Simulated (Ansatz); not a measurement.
## Phase order of Tl (relativity switched off)

Structure types of Tl are relaxed in primitive cells with their symmetry kept at 0 GPa, first on PAW files, then by LAPW. The enthalpy is E + pV at zero temperature, without zero-point motion. Only the types listed were tried, and differences under about 5 meV/atom are mesh noise. Not among the end structures: fcc, which may lie lower.

Computed with Ansatz 0.2.0; functional LDA, non-relativistic. Settings: Fermi–Dirac smearing of 0.05 eV, no spin polarisation. Methods: LAPW: all electrons, basis error target 0.5 meV/atom.

k meshes: bcc 15×15×15, hcp 14×14×8, sc 13×13×13, diamond 11×11×11.

```csv
start type,ends as,"a, b, c (Å)",V (Å³/atom),"H − H(lowest), LAPW (meV/atom)"
bcc,"bcc, Im-3m","3.882, 3.882, 3.882",29.26,7.4
hcp,"hcp, P6_3/mmc","3.411, 3.411, 5.789",29.16,0.0
sc,"sc, Pm-3m","3.137, 3.137, 3.137",30.87,?
diamond,"diamond, Fd-3m","6.872, 6.872, 6.872",40.57,?
```

Question: Give the missing entry: row "sc", column "H − H(lowest), LAPW (meV/atom)".

Answer: 47.2.

Question: Give the missing entry: row "diamond", column "H − H(lowest), LAPW (meV/atom)".

Answer: 368.7.
